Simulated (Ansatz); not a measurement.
Relaxed PtS₂ (CdI2 type):

```xyz
3
Lattice="3.5837 0.0000 0.0000 -1.7918 3.1035 0.0000 0.0000 0.0000 4.6560" Properties=species:S:1:pos:R:3 pbc="T T T"
Pt     0.0000     0.0000     0.0000
S      1.7918     1.0345     1.2061
S      0.0000     2.0690     3.4500
```

In this cell atom 2 (S, nearest neighbour Pt at 2.395 Å; its periodic images, 3.6 Å or more away, move with it) is moved by s along Cartesian x, unit vector (1.000, 0.000, 0.000); all other atoms and the cell stay fixed.

Calculation: PBE-D3(BJ) (plane waves to 420 eV, PAW, scalar-relativistic; Ansatz, a first-principles code). k mesh 12×12×8 (Γ-centred), Fermi-Dirac smearing 0.05 eV. E stands for the smeared free energy. With partly filled bands, energies and forces of such displacements shift with the k mesh and the smearing. At this level the bands of PtS2 touch or barely overlap; measurements give the solid a gap. PtS2 is run without spin polarisation. PtS2 was relaxed with its symmetry unable to fall. Spin-orbit coupling is left out, though Pt is heavy. The PAW data are Ansatz's earlier set. ΔE is measured from the undisplaced structure. The last digit holds for this mesh only.

| s (Å) | ΔE (meV/cell) |
|---|---|
| -0.720 | 2449.4 |
| -0.576 | 1549.4 |
| -0.432 | 863.7 |
| -0.288 | withheld |
| -0.144 | 95.1 |
| 0.000 | 0.0 |
| 0.144 | 95.1 |
| 0.288 | withheld |
| 0.432 | 863.7 |
| 0.576 | 1549.4 |
| 0.720 | 2449.4 |

Question: Fit an even polynomial form (powers 2, 4) to the given rows and predict ΔE at s = -0.288.

Answer: Least squares on the 9 given rows: ΔE = (4573)·s² + (292.7)·s⁴, in meV/cell with s in Å; root-mean-square residual 0.09 meV/cell. At -0.288 the fit gives 381.3 meV/cell; the calculation gives 381.8 meV/cell, so the interpolation is off by -0.5 (-0.1 %). The quadratic term alone would give 379.3 meV/cell.

(For displaced atoms, the force is minus the slope of the energy, and its curvature is a force constant, which sets phonon frequencies.)
